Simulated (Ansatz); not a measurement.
ZrTi2Ga4:
```yaml
crystal:
  lattice:
    - [-3.26162, 3.26162, 2.72242]
    - [3.26162, -3.26162, 2.72242]
    - [3.26162, 3.26162, -2.72242]
  atoms:
    - { symbol: Zr, position: [0.00000, 0.00000, 0.00000] }
    - { symbol: Ti, position: [0.75000, 0.25000, 0.50000] }
    - { symbol: Ti, position: [0.25000, 0.75000, 0.50000] }
    - { symbol: Ga, position: [0.30500, 0.30500, 0.61000] }
    - { symbol: Ga, position: [0.69500, 0.69500, 0.39000] }
    - { symbol: Ga, position: [0.30500, 0.69500, 0.00000] }
    - { symbol: Ga, position: [0.69500, 0.30500, 0.00000] }
```

Relaxed with r²SCAN. Special points in fractions of this cell's reciprocal vectors: Γ (0.000, 0.000, 0.000); X (0.000, 0.000, 0.500); M (-0.500, 0.500, 0.500); Z (0.424, 0.424, -0.424); Z0 (-0.424, 0.576, 0.424); P (0.250, 0.250, 0.250); N (0.000, 0.500, 0.000).

**Question.** List the band energies nearest the Fermi level at these points for the program Ansatz at the r²SCAN level (PAW).

**Answer.** In eV from the Fermi level; about four levels below and three above (degenerate sets whole), none deeper than 8.9 eV; points with the same levels are listed once.

```csv
k,below,above
Γ,-1.71 -1.71 -0.88 -0.67 -0.42,1.48 1.54 2.25
X,-1.35 -0.90 -0.36 -0.33,1.38 1.51 2.61
M,-1.98 -1.98 -1.49 -1.39 -0.39,0.09 0.51 0.51
Z,-1.99 -1.99 -0.26 -0.15,0.16 0.54 0.54
P,-1.29 -1.01 -0.55 -0.55,0.61 0.61 1.02
N,-2.13 -1.52 -1.51 -0.90,0.02 0.16 0.27
```

Space group I4/mmm. The first step of the workflow began from a Materials Project structure, measured or hypothetical; the Crystallography Open Database copy checked does not list it. Whether it is the stable phase at ambient conditions was not checked. Symmetry was held in the r²SCAN relaxation; whether a distortion lowers the energy is not shown. The run is not spin-polarised. Scalar-relativistic: spin–orbit coupling is off unless named, which matters more the heavier the elements.

Potentials: the earlier of the program's two PAW sets.
